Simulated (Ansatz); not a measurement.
SiGe in space group R-3m (No. 166; Si on 6c, Ge on 6c), PBE (plane waves, PAW; program Ansatz), all energies at zero smearing, with the estimated change up to a 700 eV cutoff added, with one set of potentials and settings (totals compare only within such a set). Cell of 4 atoms (2 Si, 2 Ge): -9861.527 eV.

| element | reference phase | E (eV/atom) |
|---|---|---|
| Si | Fd-3m, 2 atoms in the cell | -635.8114 |
| Ge | Fd-3m, 2 atoms in the cell | -4294.9907 |

Formation energy per atom, worked out: (-9861.527 − 2×(-635.8114) − 2×(-4294.9907))/4 = 0.019 eV/atom (2 kJ per mol of atoms), at 0 K, without zero-point energy or fitted corrections.

The start of the workflow was typed in or built on a structure type; neither database checked (COD, Materials Project) lists it. Its standing as an ambient phase is unchecked. The PBE relaxation kept the symmetry of its start; its stability against distortions is not shown here. The references are the lowest solids computed at this level, not always the standard phases.

Potentials: the earlier of the program's two PAW sets.
